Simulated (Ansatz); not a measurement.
Cs$_{2}$Se:
```yaml
crystal:
  lattice:
    - [0.00000, 4.14481, 4.14481]
    - [4.14481, 0.00000, 4.14481]
    - [4.14481, 4.14481, 0.00000]
  atoms:
    - { symbol: Cs, position: [0.25000, 0.25000, 0.25000] }
    - { symbol: Cs, position: [0.75000, 0.75000, 0.75000] }
    - { symbol: Se, position: [0.00000, 0.00000, 0.00000] }
```

Plane-wave PAW PBEsol (Ansatz code) gives a gap of 1.85 eV without spin–orbit coupling, maximum at X, minimum at Γ.

**Question.** What happens when spin–orbit coupling is switched on?

**Answer.** The gap drops by 0.05 eV, to 1.80 eV; maximum at X, minimum at Γ.

**Question.** Give the electron effective mass with spin–orbit coupling.

**Answer.** 0.32 mₑ (isotropic).

**Question.** Give the hole effective mass with spin–orbit coupling.

**Answer.** 1.6, 2.2, 2.2 mₑ (principal values).

Space group Fm-3m (anti-fluorite). The first step of the workflow began from a Materials Project structure, measured or hypothetical; the Crystallography Open Database copy checked does not list it. Whether it is the stable phase at ambient conditions was not checked. Symmetry was held in the PBEsol relaxation; its stability against distortions is not shown here.

Potentials: the later of the program's two PAW sets.
